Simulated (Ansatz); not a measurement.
HfNi:
```yaml
crystal:
  lattice:
    - [1.60379, -4.92166, 0.00000]
    - [1.60379, 4.92166, 0.00000]
    - [0.00000, 0.00000, 4.04854]
  atoms:
    - { symbol: Hf, position: [0.86061, 0.13939, 0.75000] }
    - { symbol: Hf, position: [0.13939, 0.86061, 0.25000] }
    - { symbol: Ni, position: [0.58376, 0.41624, 0.75000] }
    - { symbol: Ni, position: [0.41624, 0.58376, 0.25000] }
```

This is the r²SCAN-relaxed structure.

**Question.** All from r²SCAN in the plane-wave PAW code Ansatz, unless another level is named. Predict the density of states at the Fermi level.

**Answer.** 0.55 states/eV per atom (mean over ±0.08 eV).

**Question.** What about the formation energy from the elements (no fitted shifts)?

**Answer.** -0.50 eV/atom.

Space group Cmcm. The first step of the workflow began from a Materials Project structure, measured or hypothetical; the Crystallography Open Database copy checked does not list it. Its standing as an ambient phase is unchecked. The cell was relaxed with r²SCAN under the symmetry of its start; its stability against distortions is not shown here. No spin polarisation was allowed. The references are the lowest solids computed at this level, not always the standard phases. Scalar-relativistic: spin–orbit coupling is off unless named, which matters more the heavier the elements.

Potentials: the later of the program's two PAW sets.
